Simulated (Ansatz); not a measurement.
Relaxed-ion elastic tensor of Ge in space group P6_3/mmc (No. 194; Ge on 4e, Ge on 4f) in GPa (Voigt order), the program Ansatz at the r²SCAN level (PAW); density 5.29 g/cm³, 22.79 Å³ per atom.

|  | 1 | 2 | 3 | 4 | 5 | 6 |
|---|---|---|---|---|---|---|
| 1 | 153 | 38.3 | 23.6 | 0.0 | 0.0 | 0.0 |
| 2 | 38.3 | 153 | 23.6 | 0.0 | 0.0 | 0.0 |
| 3 | 23.6 | 23.6 | 170 | 0.0 | 0.0 | 0.0 |
| 4 | 0.0 | 0.0 | 0.0 | 47.2 | 0.0 | 0.0 |
| 5 | 0.0 | 0.0 | 0.0 | 0.0 | 47.2 | 0.0 |
| 6 | 0.0 | 0.0 | 0.0 | 0.0 | 0.0 | 57.4 |

Q: Is the crystal mechanically stable?

A: Yes: the smallest eigenvalue of C is 47.2 GPa.

Q: Work out the Voigt, Reuss and Hill averages.

A: K_V = 72.0, K_R = 72.0, K_H = 72.0; G_V = 56.4, G_R = 55.0, G_H = 55.7 GPa.

Q: Give Young's modulus, Poisson's ratio, Pugh's ratio and the universal anisotropy index.

A: E = 9KG/(3K + G) = 133 GPa; ν = 0.19; K/G = 1.29 (brittle by the Pugh limit of 1.75); A_U = 5G_V/G_R + K_V/K_R − 6 = 0.13.

Q: Estimate the sound speeds and the Debye temperature.

A: v_l = √((K + 4G/3)/ρ) = 5260 m/s, v_t = √(G/ρ) = 3240 m/s, mean 3580 m/s; Θ = (h/k)(3n/4πV)^(1/3) v_m = 376 K.

Q: Solve the Christoffel equation for the three sound speeds along x, y, z.

A: Eigenvalues of C_ijkl n_j n_l equal ρv². In km/s, slowest first: x 2.99, 3.29, 5.38; y 2.99, 3.29, 5.38; z 2.99, 2.99, 5.67.

Q: How much does each axis shrink under pressure?

A: Linear compressibilities β_i = Σ_j S_ij (j = 1 to 3): x 4.7, y 4.7, z 4.6 per TPa.

The workflow started from a Materials Project entry (that database holds measured and hypothetical structures alike); the Crystallography Open Database copy checked does not list it. It is not the phase usual at ambient conditions (space group No. 227). The r²SCAN relaxation kept the symmetry of its start; of distortions, only those at the zone centre were tested.

Potentials: the earlier of the program's two PAW sets.
